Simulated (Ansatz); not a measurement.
Free-standing chains of the atoms of Rb, named by their start (strip: triangular double chain, ladder: square double chain); atoms and period are relaxed, and energies count from relaxed bulk Rb (Im-3m, 88.04 Å³/atom, gap on the mesh 0.00 eV).

Theory: Ansatz 0.2.0, DFT PBEsol, scalar-relativistic, plane waves, PAW.

Settings: cutoff 420 eV, Γ-centred mesh 1×1×15 on the computed 1-atom cell, Gaussian smearing of 0.05 eV; collinear spin from starting moments 0.5 μB.

Start (linear chain):

```xyz
1
Lattice="9.0000 0.0000 0.0000 0.0000 9.3000 0.0000 0.0000 0.0000 4.3687" Properties=species:S:1:pos:R:3 pbc="T T T"
Rb    4.5000    4.6500    0.0000
```

Question: Give the relaxed structure and its energy.

Answer: The free energy falls by 2 meV/atom.

```
excess energy (eV per host atom)                      : 0.375
period (Å)                                            : 4.477
gap on the mesh (eV)                                  : 0
highest filled level or Fermi level under vacuum (eV) : 2.65
size of the moment (μB per cell)                      : 0.00
```

Relaxed structure:
```
Rb
1.0
     9.00000    0.00000    0.00000
     0.00000    9.30000    0.00000
     0.00000    0.00000    4.47724
Rb
1
Direct
  0.50000 0.50000 0.00000
```

The vacuum is thin at the end. Each run keeps its start's symmetry and one magnetic start, so lower states can exist.

It took 15 s on 2 threads of Arm Neoverse V1, with other jobs on the host, peak memory 0.47 GiB.